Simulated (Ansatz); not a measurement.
Ni2Ge in space group P6_3/mmc (No. 194; Ni on 2d, Ni on 2a, Ge on 2c) under volume change, the program Ansatz at the r²SCAN level (PAW), shape and atoms relaxed at each volume.

| V (Å³/atom) | E − E(relaxed) (meV/atom) | P (GPa) |
|---|---|---|
| 10.470 | 68.4 | 23.21 |
| 10.815 | 28.6 | 14.07 |
| 11.160 | 6.7 | 6.42 |
| 11.505 | 0.0 | 0.01 |
| 11.850 | 5.9 | -5.35 |
| 12.196 | 22.4 | -9.83 |
| 12.541 | 47.7 | -13.55 |

Question: What does a third-order Birch–Murnaghan fit give for V₀, B₀ and B′?

Answer: V₀ = 11.51 Å³/atom, B₀ = 195 GPa, B′ = 4.9.

The workflow started from a Materials Project entry (that database holds measured and hypothetical structures alike); the Crystallography Open Database copy checked does not list it. Whether it is the stable phase at ambient conditions was not checked. Symmetry was held in the r²SCAN relaxation; its stability against distortions is not shown here. The run is not spin-polarised.

Potentials: the later of the program's two PAW sets.
